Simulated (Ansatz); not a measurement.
TiTe2:
```xyz
6
Lattice="6.7614 0.0000 0.0000 0.0000 6.7614 0.0000 0.0000 0.0000 3.7663" Properties=species:S:1:pos:R:3 pbc="T T T"
Ti     0.0000     0.0000     0.0000
Ti     3.3807     3.3807     1.8832
Te     2.0035     2.0035     0.0000
Te     5.3842     1.3772     1.8832
Te     1.3772     5.3842     1.8832
Te     4.7579     4.7579     0.0000
```

Relaxed with PBE. Special points in fractions of this cell's reciprocal vectors: Γ (0.000, 0.000, 0.000); X (0.000, 0.500, 0.000); M (0.500, 0.500, 0.000); Z (0.000, 0.000, 0.500); R (0.000, 0.500, 0.500); A (0.500, 0.500, 0.500).

Question: List the band energies nearest the Fermi level at these points for DFT-PBE in the program Ansatz with PAW potentials.

Answer: In eV from the Fermi level; about four levels below and three above (degenerate sets whole), none deeper than 8.9 eV; points with the same levels are listed once.

| k | below | above |
|---|---|---|
| Γ | -0.93 -0.36 -0.20 -0.19 | 0.32 0.32 0.47 0.47 |
| X | -0.60 -0.60 -0.50 -0.50 | 0.30 0.30 1.02 1.02 |
| M | -0.27 -0.27 -0.10 -0.10 | 0.47 0.47 1.73 1.73 |
| Z | -1.99 -1.99 -1.74 -1.74 | 0.84 0.84 1.12 1.12 |
| R | -0.80 -0.80 -0.05 -0.05 | 1.10 1.10 1.51 1.51 |
| A | -1.07 -1.07 -0.80 -0.80 | 0.66 0.66 0.83 0.83 |

Space group P4_2/mnm (rutile). A made-up cell: these elements were put on the sites of a structure type; neither database checked (COD, Materials Project) lists it. COD files the formula under space group No. 164. Whether it is the stable phase at ambient conditions was not checked. The PBE relaxation kept the symmetry of its start; whether a distortion lowers the energy is not shown. The run is not spin-polarised. Spin–orbit coupling is left out wherever it is not named.

Potentials: the earlier of the program's two PAW sets.
